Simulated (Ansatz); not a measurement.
Molecular dynamics on a 2×2×2 supercell (32 atoms) of C (lonsdaleite), relaxed with r2SCAN. Forces come from PBE in Ansatz: a Nosé-Hoover thermostat at fixed volume, 200 K, steps of 1.5 fs. Classical nuclei, no spin polarisation; a few dozen steps show the first response, not equilibrium.

```yaml
crystal:
  lattice:
    - [5.0063907419, 0.0, 0.0]
    - [-2.503195371, 4.3356615638, 0.0]
    - [0.0, 0.0, 8.3377385494]
  atoms:
    - { symbol: C, position: [0.1666666667, 0.3333333333, 0.0001156588] }
    - { symbol: C, position: [0.3333333333, 0.1666666667, 0.2501156588] }
    - { symbol: C, position: [0.1666666667, 0.3333333333, 0.1873843412] }
    - { symbol: C, position: [0.3333333333, 0.1666666667, 0.4373843412] }
    - { symbol: C, position: [0.1666666667, 0.3333333333, 0.5001156588] }
    - { symbol: C, position: [0.3333333333, 0.1666666667, 0.7501156588] }
    - { symbol: C, position: [0.1666666667, 0.3333333333, 0.6873843412] }
    - { symbol: C, position: [0.3333333333, 0.1666666667, 0.9373843412] }
    - { symbol: C, position: [0.1666666667, 0.8333333333, 0.0001156588] }
    - { symbol: C, position: [0.3333333333, 0.6666666667, 0.2501156588] }
    - { symbol: C, position: [0.1666666667, 0.8333333333, 0.1873843412] }
    - { symbol: C, position: [0.3333333333, 0.6666666667, 0.4373843412] }
    - { symbol: C, position: [0.1666666667, 0.8333333333, 0.5001156588] }
    - { symbol: C, position: [0.3333333333, 0.6666666667, 0.7501156588] }
    - { symbol: C, position: [0.1666666667, 0.8333333333, 0.6873843412] }
    - { symbol: C, position: [0.3333333333, 0.6666666667, 0.9373843412] }
    - { symbol: C, position: [0.6666666667, 0.3333333333, 0.0001156588] }
    - { symbol: C, position: [0.8333333333, 0.1666666667, 0.2501156588] }
    - { symbol: C, position: [0.6666666667, 0.3333333333, 0.1873843412] }
    - { symbol: C, position: [0.8333333333, 0.1666666667, 0.4373843412] }
    - { symbol: C, position: [0.6666666667, 0.3333333333, 0.5001156588] }
    - { symbol: C, position: [0.8333333333, 0.1666666667, 0.7501156588] }
    - { symbol: C, position: [0.6666666667, 0.3333333333, 0.6873843412] }
    - { symbol: C, position: [0.8333333333, 0.1666666667, 0.9373843412] }
    - { symbol: C, position: [0.6666666667, 0.8333333333, 0.0001156588] }
    - { symbol: C, position: [0.8333333333, 0.6666666667, 0.2501156588] }
    - { symbol: C, position: [0.6666666667, 0.8333333333, 0.1873843412] }
    - { symbol: C, position: [0.8333333333, 0.6666666667, 0.4373843412] }
    - { symbol: C, position: [0.6666666667, 0.8333333333, 0.5001156588] }
    - { symbol: C, position: [0.8333333333, 0.6666666667, 0.7501156588] }
    - { symbol: C, position: [0.6666666667, 0.8333333333, 0.6873843412] }
    - { symbol: C, position: [0.8333333333, 0.6666666667, 0.9373843412] }
kpoints:
  mp_grid: { grid: [6, 6, 2] }
hamiltonian:
  xc: pbe
scf:
  occupations: { method: fermi_dirac, width: 0.02 }
md:
  ensemble: nvt_nose_hoover
  temperature: 200
  timestep: 1.5
  n_steps: 30
  initial_velocities: maxwell_boltzmann
  seed: 338
```

Run as `ansatz run input.yaml --threads 4 --pin off --max-ram 3686MiB --backend cpu --events-out ev --progress --plain --runs-dir out`. Wall time 6.1 min on 4 threads of Arm Neoverse V1, with other jobs on the host, load about 0.9 per core; peak host memory 1.3 GiB.

Problem. How do temperature and energy develop?

Solution. The temperature starts at 200 K, is lowest at step 5 (31 K, 7.5 fs) and ends at 108 K. The thermostat hasn't had time to restore it. The atoms start on their lattice sites with kinetic energy alone, so much of it first passes into potential energy. By the last step the atoms have moved 0.03 Å in the root mean square, the drift of the whole cell taken out, 0.05 Å at most.
```
step  t (fs)  T (K)  free energy F from step 0 (meV/atom)  kinetic energy (meV/atom)  largest force (eV/Å)
   0       0    200                                   0.0                       25.0                  0.01
   1     1.5    184                                   2.1                       23.0                  0.87
   2       3    142                                   7.4                       17.8                  1.63
   3     4.5     91                                  14.0                       11.4                  2.20
   4       6     49                                  19.3                        6.2                  2.54
   5     7.5     31                                  21.7                        3.9                  2.63
   6       9     40                                  20.5                        5.0                  2.47
   7    10.5     68                                  16.9                        8.5                  2.21
   8      12    101                                  12.6                       12.7                  1.88
   9    13.5    125                                   9.5                       15.7                  1.43
  10      15    130                                   9.0                       16.3                  1.47
  11    16.5    116                                  10.9                       14.5                  1.74
  12      18     92                                  14.0                       11.5                  2.08
  13    19.5     70                                  16.8                        8.8                  2.44
  14      21     63                                  17.8                        7.9                  2.55
  15    22.5     74                                  16.5                        9.2                  2.40
  16      24     98                                  13.4                       12.2                  2.03
  17    25.5    125                                  10.0                       15.6                  1.49
  18      27    142                                   7.8                       17.8                  1.30
  19    28.5    144                                   7.6                       18.0                  1.26
  20      30    130                                   9.6                       16.3                  1.48
  21    31.5    107                                  12.6                       13.4                  1.84
  22      33     85                                  15.5                       10.6                  2.24
  23    34.5     73                                  17.0                        9.2                  2.41
  24      36     75                                  16.8                        9.4                  2.34
  25    37.5     87                                  15.3                       10.9                  2.30
  26      39    104                                  13.2                       13.0                  2.12
  27    40.5    117                                  11.7                       14.6                  1.80
  28      42    121                                  11.3                       15.1                  1.69
  29    43.5    116                                  12.0                       14.5                  1.61
  30      45    108                                  13.1                       13.5                  1.91
```

Positions (Å) and forces (eV/Å) at step 30:
```
C    0.023   1.449   0.001    -0.798  -0.668  -0.356
C    1.253   0.679   2.101    -0.053   1.494  -0.427
C    0.000   1.430   1.545     0.040   0.005   0.781
C    1.273   0.709   3.659    -0.857   0.325  -0.401
C    0.018   1.441   4.168    -0.498   0.359  -0.220
C    1.269   0.694   6.266    -0.933   0.629  -0.902
C   -0.001   1.438   5.718     0.107  -0.537   0.977
C    1.253   0.706   7.806     0.677   0.437   0.598
C   -1.224   3.600   0.010    -1.031   0.491  -0.323
C   -0.029   2.877   2.089     1.908  -0.096   0.111
C   -1.233   3.593   1.572    -0.956   0.360  -0.630
C    0.029   2.908   3.634    -0.914  -1.097   0.503
C   -1.246   3.598   4.169     0.913   0.577   0.270
C    0.002   2.872   6.273     0.172   0.124  -1.089
C   -1.228   3.593   5.715    -0.855   0.081   0.806
C    0.006   2.886   7.814     0.093  -0.176   0.178
C    2.505   1.449   0.012    -0.425   0.431  -0.782
C    3.748   0.737   2.072    -0.459  -0.287   0.271
C    2.472   1.443   1.559     0.993   0.261   0.167
C    3.743   0.754   3.631     0.568  -0.413   0.664
C    2.486   1.472   4.175     0.787  -0.524  -0.317
C    3.741   0.709   6.276     0.140   0.945  -1.348
C    2.475   1.450   5.723     0.966  -0.206   0.711
C    3.747   0.738   7.807     0.187  -0.433   0.890
C    1.225   3.616   0.015     1.157   0.599  -0.473
C    2.506   2.915   2.066    -0.725  -1.057   1.013
C    1.234   3.622   1.573     0.152  -0.032  -0.491
C    2.519   2.918   3.659    -0.943  -0.538  -0.728
C    1.250   3.630   4.178     0.268   0.547  -0.715
C    2.488   2.896   6.243     0.532   0.047   0.350
C    1.242   3.622   5.722     0.029  -0.313   0.690
C    2.503   2.927   7.816    -0.238  -1.334   0.220
```
